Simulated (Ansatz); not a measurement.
LaHfNO₂ in space group I2_12_12_1 (No. 24; Pearson symbol oI20), r²SCAN in the plane-wave PAW code Ansatz, all energies at zero smearing, with the estimated change up to a 700 eV cutoff added, with one set of potentials and settings (totals compare only within such a set). Cell of 10 atoms (2 La, 2 Hf, 2 N, 4 O): -47061.967 eV.

```tsv
element	reference phase	E (eV/atom)
La	P6_3/mmc, 4 atoms in the cell	-6264.8722
Hf	P6_3/mmc, 2 atoms in the cell	-15733.7929
N	Pa-3, 8 atoms in the cell	-384.8341
O	C2/m, 4 atoms in the cell, spin-polarised	-566.0346
```

Formation energy per atom, worked out: (-47061.967 − 2×(-6264.8722) − 2×(-15733.7929) − 2×(-384.8341) − 4×(-566.0346))/10 = -3.083 eV/atom (-297 kJ per mol of atoms), at 0 K, without zero-point energy or fitted corrections.

The start of the workflow was typed in or built on a structure type; neither database checked (COD, Materials Project) lists it. Its standing as an ambient phase is unchecked. Symmetry was held in the r²SCAN relaxation; whether a distortion lowers the energy is not shown. The run is not spin-polarised. The references are the lowest solids computed at this level, not always the standard phases (solids in place of the gases). Scalar-relativistic: spin–orbit coupling is off unless named, which matters more the heavier the elements.

Potentials: the earlier of the program's two PAW sets.
